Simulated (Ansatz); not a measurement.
Suppose NaFeCl3 takes space group Pm-3m (No. 221), with Na on 1b; Fe on 1a; Cl on 3d. The cell of NaFeCl3 is invented: perovskite family, tilts a0a0a0 (A site Na; B site Fe; X site Cl).

Level of theory: DFT PBE, scalar-relativistic, plane waves, PAW in Ansatz. Cutoff 420 eV, Γ-centred mesh, Gaussian smearing, collinear spin.

Energies over the elements count from the elements' standard structures at the same level (Cl₂ as a molecule), with no fitted energy shifts.

Problem. Give the relaxed lattice parameters and positions.

Solution.

Space group Pm-3m (No. 221). a = 4.890 Å, b = 4.890 Å, c = 4.890 Å, α = 90.00°, β = 90.00°, γ = 90.00°
```
atom  site  symmetry       x       y       z
  Na    1b      m-3m  0.5000  0.5000  0.5000
  Fe    1a      m-3m  0.0000  0.0000  0.0000
  Cl    3d    4/mm.m  0.5000  0.0000  0.0000
```

It has the cubic perovskite type. Na is surrounded by 12 Cl at 3.46 Å; Fe is surrounded by 6 Cl at 2.45 Å; around Cl lie 2 Fe at 2.45 Å, 4 Na at 3.46 Å and 8 Cl at 3.46 Å.

Problem. And its energy and gap?

Solution. The energy over the elements is −1.04 eV/atom and the gap on the 8×8×8 mesh of the 5-atom cell is 0 eV (a metal). The net moment per atom is 0.80 μB and the moment by site is Fe 3.5; Cl 0.1 (×3) μB. Whether it is stable depends on the other phases of the system, which aren't compared here.

The last run used collinear spin and Gaussian smearing of 0.10 eV. In such compounds of Fe a zero gap at this level may well be an artefact, since no Hubbard U is applied. The magnetic state reached may not be the lowest. Symmetry constrained the relaxation, so the result can be a saddle point. Site moments count only spheres around the atoms; the net moment includes the space between them.
